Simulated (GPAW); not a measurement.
**Ta3AsAu2O13 and the effect of the functional**

```yaml
crystal:
  lattice:
    - [5.45204, 0.00000, 0.00000]
    - [-2.72602, 4.72161, 0.00000]
    - [0.00000, 0.00000, 9.57902]
  atoms:
    - { symbol: Ta, position: [0.00000, 0.00000, 0.19408] }
    - { symbol: Ta, position: [0.00000, 0.00000, 0.80592] }
    - { symbol: Ta, position: [0.66667, 0.33333, 0.00000] }
    - { symbol: As, position: [0.00000, 0.00000, 0.50000] }
    - { symbol: Au, position: [0.33333, 0.66667, 0.27428] }
    - { symbol: Au, position: [0.33333, 0.66667, 0.72572] }
    - { symbol: O, position: [0.00000, 0.00000, 0.00000] }
    - { symbol: O, position: [0.23947, 0.97129, 0.36402] }
    - { symbol: O, position: [0.02871, 0.26818, 0.36402] }
    - { symbol: O, position: [0.73182, 0.76053, 0.36402] }
    - { symbol: O, position: [0.23947, 0.97129, 0.63598] }
    - { symbol: O, position: [0.02871, 0.26818, 0.63598] }
    - { symbol: O, position: [0.73182, 0.76053, 0.63598] }
    - { symbol: O, position: [0.38452, 0.33425, 0.85844] }
    - { symbol: O, position: [0.66575, 0.05027, 0.85844] }
    - { symbol: O, position: [0.94973, 0.61548, 0.85844] }
    - { symbol: O, position: [0.38452, 0.33425, 0.14156] }
    - { symbol: O, position: [0.66575, 0.05027, 0.14156] }
    - { symbol: O, position: [0.94973, 0.61548, 0.14156] }
```

The cell comes from a database or a generator and needn't be the stable form of this composition.

Kept alike: task band structure; k mesh 4 × 4 × 2; occupations fermi-dirac, width 0.05 eV; no spin polarisation. Program: GPAW, potentials by row: PAW data sets generated for this functional (AM05, BLYP, PBEsol, PW91); the program's PAW data sets (release 1.2.1) made for this functional (LDA, RPBE, revPBE); GPAW PAW data sets (gpaw-data 1.2.1) (PBE, SCAN, r2SCAN), cutoff 800 eV. The mesh is that of the run's cell of 19 atoms. No spin-orbit coupling.

```csv
functional,pressure (GPa)
AM05,-4.45
BLYP,5.38
LDA,-10.59
PBE,1.32
PBEsol,-4.86
PW91,0.49
RPBE,5.70
SCAN,-6.17
r2SCAN,-4.84
revPBE,4.56
```

Pressure is positive in compression; the values hold the error of the finite cutoff, so their zero can differ a little from the energy's minimum. For a metal such a mesh leaves the last digits unconverged. Runs of this series that gave no sound value for these columns are left out.

Question: What does the functional change here?

Answer: The pressure runs from -10.59 (LDA) to 5.70 GPa (RPBE). From PBE: AM05 -5.77; BLYP +4.06; LDA -11.91; PBEsol -6.18; PW91 -0.83; RPBE +4.38; SCAN -7.49; r2SCAN -6.16; revPBE +3.24. A positive pressure means that the functional's own cell is larger than the one given, a negative one that it is smaller.
